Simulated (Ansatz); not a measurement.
MgCdTe$_{2}$:
```xyz
4
Lattice="2.2880 1.3210 7.4449 -2.2880 1.3210 7.4449 0.0000 -2.6420 7.4449" Properties=species:S:1:pos:R:3 pbc="T T T"
Mg     0.0000     0.0000    11.1506
Cd     0.0000     0.0000     0.0084
Te     0.0000     0.0000     2.8184
Te     0.0000     0.0000    13.9414
```

Relaxed with PBEsol. Independent-particle spectrum: no excitons, no local fields, no scissors shift; 0.1 eV broadening; ε₁ of the summed bands alone.

**Question.** Tabulate the dielectric function from the program Ansatz at the PBEsol level (PAW).

**Answer.** 

```csv
E (eV),ε₁ xx,ε₂ xx,ε₁ zz,ε₂ zz
0.0,7.56,0.00,7.44,0.00
0.5,7.70,0.00,7.55,0.00
1.0,8.21,0.00,7.97,0.00
1.5,9.19,1.05,8.92,0.65
2.0,9.47,1.83,9.36,1.19
2.5,9.93,3.07,10.92,1.80
3.0,9.70,6.93,11.48,8.64
3.5,8.92,6.28,8.66,7.21
4.0,10.81,8.18,11.67,10.80
4.5,5.05,16.72,1.32,10.54
5.0,-1.93,10.12,-0.61,9.89
5.5,0.93,7.64,2.29,7.40
6.0,-1.95,8.78,-2.86,9.41
6.5,-3.94,5.81,-3.69,5.66
7.0,-3.36,3.75,-3.49,3.91
7.5,-2.68,2.73,-2.68,2.57
8.0,-2.18,2.23,-2.18,2.20
8.5,-1.82,1.71,-1.86,1.73
9.0,-1.65,1.33,-1.57,1.29
9.5,-1.24,1.03,-1.23,0.98
10.0,-0.88,0.88,-0.81,0.89
10.5,-0.70,0.79,-0.68,0.82
11.0,-0.56,0.73,-0.53,0.76
11.5,-0.41,0.57,-0.43,0.59
12.0,-0.18,0.49,-0.17,0.48
```

**Question.** From ε at 2.2 eV (xx: 9.81 + 2.24i), find n, k, the normal reflectivity and the absorption coefficient.

**Answer.** n = 3.15, k = 0.355, R = 27 %, α = 2kE/ħc = 79000 cm⁻¹.

With all bands, ε∞ without local fields is 7.68 (xx = yy), 7.55 (zz). DFPT, with local fields, gives 7.10 (xx = yy), 6.90 (zz).

Space group R3m. The workflow started from a Materials Project entry (that database holds measured and hypothetical structures alike); the Crystallography Open Database copy checked does not list it. With Mg and Cd taken as one species the cell has the higher symmetry F-43m, so it may be an ordered model of a mixed-site phase. Whether it is the stable phase at ambient conditions was not checked. The PBEsol relaxation kept the symmetry of its start; its stability against distortions is not shown here. Scalar-relativistic: spin–orbit coupling is off unless named, which matters more the heavier the elements.

Potentials: the later of the program's two PAW sets.
